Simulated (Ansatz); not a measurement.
**Thermal properties of MoW5 from its phonons**

Theory: DFT PBE, scalar-relativistic, plane waves, PAW in Ansatz 0.2.0. Settings: 420 eV plane-wave cutoff, Γ-centred 12×12×4 mesh, Fermi-Dirac smearing of 0.15 eV. No spin polarisation. Phonons by linear response, acoustic sum rule imposed.

The cell, relaxed at this level:
```
CELL_PARAMETERS angstrom
3.17980 0.00000 0.00000
0.00000 3.17980 0.00000
0.00000 0.00000 9.54153
ATOMIC_POSITIONS crystal
Mo 0.50000 0.50000 0.50000
W 0.00000 0.00000 0.66606
W 0.50000 0.50000 0.83282
W 0.00000 0.00000 0.00000
W 0.50000 0.50000 0.16718
W 0.00000 0.00000 0.33394
```

It was reached by relaxing an invented guess, and it needn't be the stable form of this composition. In a metal, frequencies and elastic constants depend on the k mesh and the smearing, soft modes and shear constants most. Spin–orbit coupling is left out, which matters for heavy elements. The q mesh is coarse, so values between its points are rough.

Force constants from linear response on a 2×2×1 q mesh, interpolated to a fine mesh.

(1) What is the zero-point energy per atom?

(2) How large are the vibrational entropy and heat capacity at 300 K?

(3) Tabulate them against temperature.

Results:

(1) 30.0 meV.

(2) S = 3.95 k_B and C_V = 2.85 k_B per atom, 95 % of the Dulong–Petit value.

(3)
| T (K) | F_vib (meV/atom) | S (k_B/atom) | C_V (k_B/atom) |
| --- | --- | --- | --- |
| 100 | 26.7 | 1.19 | 1.95 |
| 200 | 8.9 | 2.83 | 2.67 |
| 300 | -20.6 | 3.95 | 2.85 |
| 400 | -58.4 | 4.78 | 2.91 |
| 500 | -102.6 | 5.44 | 2.94 |
| 600 | -151.8 | 5.98 | 2.96 |
| 700 | -205.3 | 6.43 | 2.97 |
| 800 | -262.5 | 6.83 | 2.98 |
| 900 | -322.9 | 7.18 | 2.98 |
| 1000 | -386.2 | 7.50 | 2.99 |
